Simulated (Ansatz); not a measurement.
A distorted cell of BP (zinc blende):

```yaml
crystal:
  lattice:
    - [0.00000, 2.27424, 2.27424]
    - [2.27424, 0.00000, 2.27424]
    - [2.27424, 2.27424, 0.00000]
  atoms:
    - { symbol: P, position: [0.75000, 0.75000, 0.75000] }
    - { symbol: B, position: [0.00000, 0.00000, 0.78454] }
```

Method: PBE (plane waves to 420 eV, PAW, scalar-relativistic; Ansatz, an electronic-structure program). k mesh 10×10×10 (Γ-centred), Fermi-Dirac smearing 0.05 eV. E stands for the smeared free energy. Stress and pressure are positive under compression. As the smearing reaches across the gap at some points, energies and forces of such displacements shift with the k mesh and the smearing. BP was relaxed with its symmetry unable to fall.

### Question
What forces act on the atoms (eV/Å, Cartesian)?

### Answer
```json
[
 {"atom": "P1", "Fx": "-9.067", "Fy": "-9.067", "Fz": "-14.802"},
 {"atom": "B2", "Fx": "9.067", "Fy": "9.067", "Fz": "14.802"}
]
```

### Question
Give the stress tensor in GPa and the pressure.

### Answer
```
   29.4     38.5     43.4
   38.5     29.4     43.4
   43.4     43.4     87.7
```
The pressure, a third of the trace, is 48.8 GPa.

### Question
In it atom 2 sits (-0.490, -0.490, 0.000) Å away from its relaxed site. What is its energy relative to the relaxed cell?

### Answer
4352 meV/cell.

(For displaced atoms, the force is minus the slope of the energy, and its curvature is a force constant, which sets phonon frequencies.)
